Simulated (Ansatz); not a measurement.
**YTe₂ in the fluorite structure**

The computed numbers are results of PBEsol, scalar-relativistic (no spin polarisation) in the plane-wave PAW code Ansatz at 420 eV, Γ-centred 8×8×8 mesh, 0.05 eV Gaussian smearing. The datasets are Ansatz's generated set soft_2.

```
Y Te
1.0
     0.00000    3.64436    3.64436
     3.64436    0.00000    3.64436
     3.64436    3.64436    0.00000
Y Te
1 2
Direct
  0.00000 0.00000 0.00000
  0.25000 0.25000 0.25000
  0.75000 0.75000 0.75000
```

The structure was built from a prototype; whether the compound forms in it isn't claimed.

Which orbitals carry the states at the Fermi level, and how many states are there?

Within 0.1 eV of it: Te 5p 83 %, Y 4d 15 % (shares among the projected shells). The density of states at the Fermi level is about 2.3 states/eV per cell, averaged over 0.3 eV.

Density of states (tetrahedra, averaged over 0.5 eV; states/eV per cell of 3 atoms; energy in eV from the Fermi level; projections on Löwdin-orthogonalised atomic orbitals, summed over sites):

```csv
E,total,Te 5p,Y 4d,Y 5s,Te 5s,Y 4p
-4.60,0.4,0.3,0.0,0.1,0.0,0.0
-4.10,1.2,0.9,0.1,0.1,0.0,0.0
-3.60,3.3,2.6,0.4,0.1,0.0,0.0
-3.10,3.8,3.0,0.6,0.1,0.1,0.0
-2.60,2.8,2.2,0.5,0.1,0.1,0.0
-2.10,0.9,0.7,0.1,0.0,0.0,0.0
-1.60,2.5,2.1,0.3,0.0,0.1,0.0
-1.10,2.2,1.7,0.3,0.0,0.1,0.0
-0.60,3.1,2.3,0.7,0.0,0.0,0.0
-0.10,2.5,1.9,0.5,0.0,0.0,0.0
0.40,0.7,0.6,0.1,0.0,0.0,0.0
0.90,0.6,0.5,0.1,0.0,0.0,0.0
1.40,0.6,0.1,0.3,0.1,0.0,0.0
1.90,4.3,0.2,3.6,0.1,0.0,0.0
2.40,3.1,0.2,2.7,0.0,0.0,0.0
2.90,0.6,0.1,0.3,0.0,0.0,0.0
3.40,3.3,0.4,2.1,0.0,0.3,0.0
3.90,2.9,0.7,1.6,0.0,0.1,0.0
4.40,3.4,1.0,1.7,0.0,0.0,0.0
4.90,2.3,0.6,1.2,0.1,0.0,0.0
5.40,3.3,0.5,0.6,0.8,0.1,0.0
5.90,1.4,0.2,0.2,0.3,0.1,0.0
```

With 43 valence electrons in the calculation's cell and no magnetic order, the bands, two electrons each, can't all be full or empty: band theory demands a metal. (Only strong correlation, outside this picture, could make a Mott insulator of it.) A formal count (Y³⁺, Te²⁻) falls 1 electron a formula unit short of closing the anions' shells, so the anion bands keep holes, which fits the metal found.

Spin–orbit coupling, which matters for such heavy elements, is left out. Spin polarisation wasn't tried.
